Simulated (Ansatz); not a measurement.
The end point of a relaxation of PbS. Space group Fm-3m (No. 225), rock salt type. Method: r2SCAN (plane waves to 500 eV, PAW, scalar-relativistic; Ansatz, a quantum-chemistry and plane-wave program).

```xyz
2
Lattice="0.0000 2.9872 2.9872 2.9872 0.0000 2.9872 2.9872 2.9872 0.0000" Properties=species:S:1:pos:R:3 pbc="T T T"
S      0.0000     0.0000     0.0000
Pb     2.9872     2.9872     2.9872
```

Estimate the band gap that r2SCAN returns for this input.

0.69 eV, direct (no spin-orbit coupling).

No spin polarisation in the result. Without spin-orbit coupling the bands of the heavy element are not split, so the gap can be far off.

The run could not lose the symmetry of its start.

All atoms sit on sites fixed by symmetry, so only the cell could relax.
